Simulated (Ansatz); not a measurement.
GeI2:
```yaml
crystal:
  lattice:
    - [4.14701, 0.00000, 0.00000]
    - [-2.07351, 3.59142, 0.00000]
    - [0.00000, 0.00000, 6.64495]
  atoms:
    - { symbol: Ge, position: [0.00000, 0.00000, 0.00000] }
    - { symbol: I, position: [0.33333, 0.66667, 0.25962] }
    - { symbol: I, position: [0.66667, 0.33333, 0.74038] }
```

Relaxed with LDA. Independent-particle spectrum: no excitons, no local fields, no scissors shift; 0.1 eV broadening; ε₁ of the summed bands alone.

Problem. Tabulate the dielectric function from plane-wave PAW LDA (Ansatz code).

Solution. 

```tsv
E (eV)	ε₁ xx	ε₂ xx	ε₁ zz	ε₂ zz
0.0	10.70	0.00	9.71	0.00
0.3	10.77	0.00	9.77	0.00
0.6	10.99	0.00	9.93	0.00
0.9	11.38	0.00	10.21	0.00
1.2	12.00	0.00	10.67	0.00
1.5	12.99	0.00	11.39	0.00
1.8	14.73	0.02	12.70	0.30
2.1	18.39	1.38	14.16	1.67
2.4	21.87	5.92	14.44	2.08
2.7	21.09	14.13	17.14	2.90
3.0	14.62	17.96	21.97	7.32
3.3	11.80	18.98	22.42	15.39
3.6	4.20	23.66	11.70	23.53
3.9	-2.79	19.26	6.69	26.16
4.2	-3.48	14.73	-2.58	23.99
4.5	-6.51	13.12	-9.22	16.67
4.8	-7.14	7.95	-8.57	10.24
5.1	-5.07	4.87	-7.41	7.06
5.4	-3.71	4.26	-6.13	4.41
5.7	-2.48	3.30	-4.29	2.87
6.0	-1.63	3.12	-2.80	2.11
6.3	-1.37	3.02	-1.57	1.75
6.6	-0.48	2.19	-0.38	1.76
6.9	0.33	2.47	0.42	2.03
7.2	1.91	2.59	0.92	2.14
7.5	2.24	5.79	2.90	2.99
7.8	-0.94	6.02	2.29	5.96
8.1	-2.00	4.44	-0.97	6.13
8.4	-1.54	3.55	-1.45	4.78
8.7	-1.43	3.35	-1.22	4.19
9.0	-1.35	2.88	-1.69	3.84
9.3	-1.21	2.66	-1.72	3.39
9.6	-1.02	2.59	-1.70	3.05
9.9	-1.22	2.50	-1.73	2.56
10.2	-1.12	2.31	-1.47	2.38
10.5	-1.20	2.24	-1.46	2.33
10.8	-1.13	1.97	-1.61	2.16
11.1	-1.14	1.94	-1.63	1.79
11.4	-1.23	1.73	-1.50	1.61
11.7	-1.26	1.49	-1.57	1.24
12.0	-1.13	1.28	-1.26	1.01
```

Problem. From ε at 2.3 eV (xx: 20.55 + 3.78i), find n, k, the normal reflectivity and the absorption coefficient.

Solution. n = 4.55, k = 0.415, R = 41 %, α = 2kE/ħc = 97000 cm⁻¹.

With all bands, ε∞ without local fields is 10.8 (xx = yy), 9.80 (zz). DFPT, with local fields, gives 9.87 (xx = yy), 6.73 (zz).

Space group P-3m1 (CdI2 type). The workflow started from an entry of the Crystallography Open Database (COD), which files this formula under 2 space groups. Its standing as an ambient phase is unchecked. The cell was relaxed with LDA under the symmetry of its start; whether a distortion lowers the energy is not shown. A crystal of weakly bound layers computed without a dispersion correction: the cell and the soft elastic constants depend strongly on that. Spin–orbit coupling is left out wherever it is not named.

Potentials: the later of the program's two PAW sets.
